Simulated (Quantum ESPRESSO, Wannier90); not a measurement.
**Tight-binding from DFT: Ag (bcc (W type), model phase)**

Materials Project entry mp-2646971; symmetrised, unrelaxed at this level. This isn't the element's usual structure (fcc); take it as a model of another phase. Computed values, not measurements, from PBEsol: Quantum ESPRESSO (norm-conserving PseudoDojo potentials, cutoff 66 Ry, spinors with spin-orbit coupling) on a Γ-centred 10×10×10 mesh, then Wannier90. Density: 18×18×18 mesh, cold smearing 0.01 Ry.

On the energy scale of pw.x, whose zero is arbitrary, the Fermi level lies at 15.88 eV.

Input w.win:

```
num_bands = 34
num_wann = 18
exclude_bands = 1-8
spinors = true
num_iter = 1000
conv_tol = 1.0e-6
conv_window = 4
dis_num_iter = 1000
dis_conv_tol = 1.0e-6
dis_froz_max = 19.38
write_hr = true
write_u_matrices = true
begin projections
f=-0.01386,0.00690,-0.00479: s;p;d
end projections
begin unit_cell_cart
ang
   -1.6556550000    1.6556550000    1.6556550000
    1.6556550000   -1.6556550000    1.6556550000
    1.6556550000    1.6556550000   -1.6556550000
end unit_cell_cart
begin atoms_frac
Ag   0.0000000000  0.0000000000  0.0000000000
end atoms_frac
mp_grid = 10 10 10
begin kpoints
0.0000000000 0.0000000000 0.0000000000
0.0000000000 0.0000000000 0.1000000000
0.0000000000 0.0000000000 0.2000000000
... (997 more lines: the 10x10x10 mesh through Gamma)
end kpoints
```

Input of pw2wannier90.x that gives the overlap and projection files (equivalent; here they were cut from one run over all bands):

```
&inputpp
  outdir = './out'
  prefix = 'pwscf'
  seedname = 'w'
  write_amn = .true.
  write_mmn = .true.
/
```

Output w.wout (banner and timings cut):

```
                                    ------
                                    SYSTEM
                                    ------

                              Lattice Vectors (Ang)
                    a_1    -1.655655   1.655655   1.655655
                    a_2     1.655655  -1.655655   1.655655
                    a_3     1.655655   1.655655  -1.655655

                   Unit Cell Volume:      18.15388  (Ang^3)

                        Reciprocal-Space Vectors (Ang^-1)
                    b_1     0.000000   1.897492   1.897492
                    b_2     1.897492   0.000000   1.897492
                    b_3     1.897492   1.897492   0.000000

 *----------------------------------------------------------------------------*
 |   Site       Fractional Coordinate          Cartesian Coordinate (Ang)     |
 +----------------------------------------------------------------------------+
 | ag   1   0.00000   0.00000   0.00000   |    0.00000   0.00000   0.00000    |
 *----------------------------------------------------------------------------*
                                ------------
                                K-POINT GRID
                                ------------

             Grid size = 10 x 10 x 10      Total points = 1000

 *---------------------------------- MAIN ------------------------------------*
 |  Number of Wannier Functions               :                18             |
 |  Number of Objective Wannier Functions     :                18             |
 |  Number of input Bloch states              :                34             |
 |  Output verbosity (1=low, 5=high)          :                 1             |
 |  Timing Level (1=low, 5=high)              :                 1             |
 |  Optimisation (0=memory, 3=speed)          :                 3             |
 |  Length Unit                               :               Ang             |
 |  Post-processing setup (write *.nnkp)      :                 F             |
 |  Using Gamma-only branch of algorithms     :                 F             |
 *----------------------------------------------------------------------------*
 *------------------------------- WANNIERISE ---------------------------------*
 |  Total number of iterations                :              1000             |
 |  Number of CG steps before reset           :                 5             |
 |  Trial step length for line search         :             2.000             |
 |  Convergence tolerence                     :         0.100E-05             |
 |  Convergence window                        :                 4             |
 |  Iterations between writing output         :                 1             |
 |  Iterations between backing up to disk     :               100             |
 |  Write r^2_nm to file                      :                 F             |
 |  Write xyz WF centres to file              :                 F             |
 |  Write on-site energies <0n|H|0n> to file  :                 F             |
 |  Use guiding centre to control phases      :                 F             |
 |  Use phases for initial projections        :                 F             |
 *----------------------------------------------------------------------------*
 *------------------------------- DISENTANGLE --------------------------------*
 |  Using band disentanglement                :                 T             |
 |  Total number of iterations                :              1000             |
 |  Mixing ratio                              :             0.500             |
 |  Convergence tolerence                     :         1.000E-06             |
 |  Convergence window                        :                 3             |
 *----------------------------------------------------------------------------*
 *-------------------------------- PLOTTING ----------------------------------*
 |  Plotting Hamiltonian in WF basis          :                 T             |
 *----------------------------------------------------------------------------*

 *---------------------------------- K-MESH ----------------------------------*
 +----------------------------------------------------------------------------+
 |                    Distance to Nearest-Neighbour Shells                    |
 |                    ------------------------------------                    |
 |          Shell             Distance (Ang^-1)          Multiplicity         |
 |          -----             -----------------          ------------         |
 |             1                   0.268346                     12            |
 |             2                   0.379498                      6            |
 |             3                   0.464789                     24            |
 |             4                   0.536692                     12            |
 |             5                   0.600040                     24            |
 |             6                   0.657311                      8            |
 |             7                   0.709977                     48            |
 |             8                   0.758997                      6            |
       ... (lines left out)
 +----------------------------------------------------------------------------+
 | The b-vectors are chosen automatically                                     |
 | The following shells are used:                       1                     |
 +----------------------------------------------------------------------------+
 |                        Shell   # Nearest-Neighbours                        |
 |                        -----   --------------------                        |
 |                          1              12                                 |
 +----------------------------------------------------------------------------+
 | Completeness relation is fully satisfied [Eq. (B1), PRB 56, 12847 (1997)]  |
 +----------------------------------------------------------------------------+
 |                  b_k Vectors (Ang^-1) and Weights (Ang^2)                  |
 |                  ----------------------------------------                  |
 |            No.         b_k(x)      b_k(y)      b_k(z)        w_b           |
 |            ---        --------------------------------     --------        |
 |             1         0.189749    0.189749    0.000000     3.471762        |
 |             2         0.189749    0.000000    0.189749     3.471762        |
 |             3         0.000000    0.189749    0.189749     3.471762        |
 |             4        -0.189749   -0.189749    0.000000     3.471762        |
 |             5         0.000000   -0.189749    0.189749     3.471762        |
 |             6        -0.189749    0.000000    0.189749     3.471762        |
 |             7        -0.189749    0.000000   -0.189749     3.471762        |
 |             8         0.000000    0.189749   -0.189749     3.471762        |
 |             9        -0.189749    0.189749    0.000000     3.471762        |
 |            10         0.000000   -0.189749   -0.189749     3.471762        |
 |            11         0.189749    0.000000   -0.189749     3.471762        |
 |            12         0.189749   -0.189749    0.000000     3.471762        |
 +----------------------------------------------------------------------------+
 |                           b_k Directions (Ang^-1)                          |
 |                           -----------------------                          |
 |            No.           x           y           z                         |
 |            ---        --------------------------------                     |
 |             1         0.189749    0.189749    0.000000                     |
 |             2         0.189749    0.000000    0.189749                     |
 |             3         0.000000    0.189749    0.189749                     |
 |             4         0.000000   -0.189749    0.189749                     |
 |             5        -0.189749    0.000000    0.189749                     |
 |             6        -0.189749    0.189749    0.000000                     |
 +----------------------------------------------------------------------------+

 Starting a new Wannier90 calculation ...

 Reading overlaps from w.mmn

 Reading projections from w.amn

 *------------------------------- DISENTANGLE --------------------------------*
 +----------------------------------------------------------------------------+
 |                              Energy  Windows                               |
 |                              ---------------                               |
 |                   Outer:    8.48735  to   55.15652  (eV)                   |
 |                   Inner:    8.48735  to   19.38000  (eV)                   |
 +----------------------------------------------------------------------------+
   Number of target bands to extract:   18

                   Unitarised projection of Wannier functions
                   ------------------------------------------
   A_mn = <psi_m|g_n> --> S = A.A^+ --> U = S^-1/2.A
   In dis_project... done
   Using an inner window (linner = T)
   In dis_proj_froz... done

                   Extraction of optimally-connected subspace
                   ------------------------------------------
 +---------------------------------------------------------------------+<-- DIS
 |  Iter     Omega_I(i-1)      Omega_I(i)      Delta (frac.)           |<-- DIS
 +---------------------------------------------------------------------+<-- DIS
       1      14.64380855      14.24835605       2.775E-02    <-- DIS
       2      14.36683705      14.14431198       1.573E-02    <-- DIS
       3      14.23232287      14.06800905       1.168E-02    <-- DIS
       4      14.13162460      14.00922251       8.737E-03    <-- DIS
       5      14.05525425      13.96229229       6.658E-03    <-- DIS
       6      13.99609442      13.92376982       5.194E-03    <-- DIS
       ... (lines left out)
     101      13.59096501      13.59108664      -8.949E-06    <-- DIS
       ... (lines left out)
     156      13.58986550      13.58987858      -9.631E-07    <-- DIS
     157      13.58985641      13.58986880      -9.115E-07    <-- DIS
     158      13.58984750      13.58985921      -8.619E-07    <-- DIS

             <<<      Delta < 1.000E-06  over  3 iterations     >>>
             <<< Disentanglement convergence criteria satisfied >>>

        Final Omega_I    13.58985921 (Ang^2)

 +----------------------------------------------------------------------------+

 Writing checkpoint file w.chk... done

 *------------------------------- WANNIERISE ---------------------------------*
 +--------------------------------------------------------------------+<-- CONV
 | Iter  Delta Spread     RMS Gradient      Spread (Ang^2)            |<-- CONV
 +--------------------------------------------------------------------+<-- CONV

 ------------------------------------------------------------------------------
 Initial State
  WF centre and spread    1  ( -0.002462,  0.003934,  0.000335 )     2.04677141
  WF centre and spread    2  ( -0.002462,  0.003934,  0.000335 )     2.04677144
  WF centre and spread    3  (  0.006037, -0.009640, -0.000846 )     2.14893525
  WF centre and spread    4  (  0.006037, -0.009640, -0.000846 )     2.14893531
  WF centre and spread    5  (  0.006297, -0.009702, -0.000826 )     2.14922255
  WF centre and spread    6  (  0.006297, -0.009702, -0.000826 )     2.14922262
  WF centre and spread    7  (  0.006136, -0.010262, -0.000835 )     2.14972301
  WF centre and spread    8  (  0.006136, -0.010262, -0.000835 )     2.14972301
  WF centre and spread    9  ( -0.003246,  0.005178,  0.001941 )     0.68854905
  WF centre and spread   10  ( -0.003246,  0.005178,  0.001941 )     0.68854905
  WF centre and spread   11  ( -0.008988, -0.003821,  0.001213 )     0.67595551
  WF centre and spread   12  ( -0.008988, -0.003821,  0.001213 )     0.67595551
  WF centre and spread   13  (  0.002412,  0.014399,  0.001201 )     0.67829355
  WF centre and spread   14  (  0.002412,  0.014399,  0.001201 )     0.67829355
  WF centre and spread   15  ( -0.010586,  0.016774, -0.000049 )     0.69142630
  WF centre and spread   16  ( -0.010586,  0.016774, -0.000049 )     0.69142630
  WF centre and spread   17  ( -0.008847,  0.014312, -0.000330 )     0.67972428
  WF centre and spread   18  ( -0.008847,  0.014312, -0.000330 )     0.67972428
  Sum of centres and spreads ( -0.026498,  0.042345,  0.003608 )    23.81720200

      0     0.238E+02     0.0000000000       23.8172019990  <-- CONV
        O_D=      0.0040482 O_OD=     10.2232946 O_TOT=     23.8172020 <-- SPRD
 ------------------------------------------------------------------------------
      1    -0.139E+01     0.2057731158       22.4314960770  <-- CONV
        O_D=      0.0050369 O_OD=      8.8366000 O_TOT=     22.4314961 <-- SPRD
      2    -0.180E+00     0.2216297949       22.2515599242  <-- CONV
        O_D=      0.0017608 O_OD=      8.6599399 O_TOT=     22.2515599 <-- SPRD
      3    -0.453E-01     0.0891570193       22.2062755625  <-- CONV
        O_D=      0.0006673 O_OD=      8.6157491 O_TOT=     22.2062756 <-- SPRD
      4    -0.183E-01     0.0537237671       22.1879724038  <-- CONV
        O_D=      0.0003760 O_OD=      8.5977372 O_TOT=     22.1879724 <-- SPRD
      5    -0.823E-02     0.0353600796       22.1797378925  <-- CONV
        O_D=      0.0002606 O_OD=      8.5896181 O_TOT=     22.1797379 <-- SPRD
       ... (lines left out)
    100    -0.469E-02     0.0224543507       16.7006347357  <-- CONV
        O_D=      0.0109963 O_OD=      3.0997792 O_TOT=     16.7006347 <-- SPRD
       ... (lines left out)
    200    -0.259E-04     0.0018128345       16.6433313181  <-- CONV
        O_D=      0.0092324 O_OD=      3.0442397 O_TOT=     16.6433313 <-- SPRD
       ... (lines left out)
    277    -0.624E-09     0.0002281887       16.6426212709  <-- CONV
        O_D=      0.0092280 O_OD=      3.0435340 O_TOT=     16.6426213 <-- SPRD
    278    -0.922E-06     0.0002281358       16.6426203494  <-- CONV
        O_D=      0.0092281 O_OD=      3.0435331 O_TOT=     16.6426203 <-- SPRD
    279    -0.742E-06     0.0004509271       16.6426196075  <-- CONV
        O_D=      0.0092280 O_OD=      3.0435324 O_TOT=     16.6426196 <-- SPRD
             <<<     Delta < 1.000E-06  over  4 iterations     >>>
             <<< Wannierisation convergence criteria satisfied >>>
 Final State
  WF centre and spread    1  ( -0.004930,  0.698956,  0.000471 )     1.07375344
  WF centre and spread    2  ( -0.004930,  0.698956,  0.000471 )     1.07375343
  WF centre and spread    3  ( -0.001495,  0.003212, -0.693061 )     1.07077900
  WF centre and spread    4  ( -0.001495,  0.003212, -0.693061 )     1.07077902
  WF centre and spread    5  (  0.689504,  0.006336,  0.000656 )     1.06942299
  WF centre and spread    6  (  0.689504,  0.006336,  0.000656 )     1.06942305
  WF centre and spread    7  (  0.000852, -0.687021,  0.000235 )     1.06851346
  WF centre and spread    8  (  0.000851, -0.687021,  0.000235 )     1.06851347
  WF centre and spread    9  ( -0.002090,  0.002858,  0.694019 )     1.07114189
  WF centre and spread   10  ( -0.002090,  0.002858,  0.694019 )     1.07114193
  WF centre and spread   11  (  0.000237,  0.000218, -0.000119 )     0.63171528
  WF centre and spread   12  (  0.000237,  0.000218, -0.000118 )     0.63171528
  WF centre and spread   13  ( -0.000134, -0.000486, -0.000187 )     0.63168246
  WF centre and spread   14  ( -0.000134, -0.000486, -0.000188 )     0.63168246
  WF centre and spread   15  ( -0.697135, -0.000258, -0.000050 )     1.07263510
  WF centre and spread   16  ( -0.697135, -0.000258, -0.000050 )     1.07263513
  WF centre and spread   17  (  0.000642, -0.000561,  0.000016 )     0.63166610
  WF centre and spread   18  (  0.000642, -0.000561,  0.000016 )     0.63166610
  Sum of centres and spreads ( -0.029101,  0.046507,  0.003959 )    16.64261961

         Spreads (Ang^2)       Omega I      =    13.589859212
        ================       Omega D      =     0.009228021
                               Omega OD     =     3.043532375
    Final Spread (Ang^2)       Omega Total  =    16.642619607
```
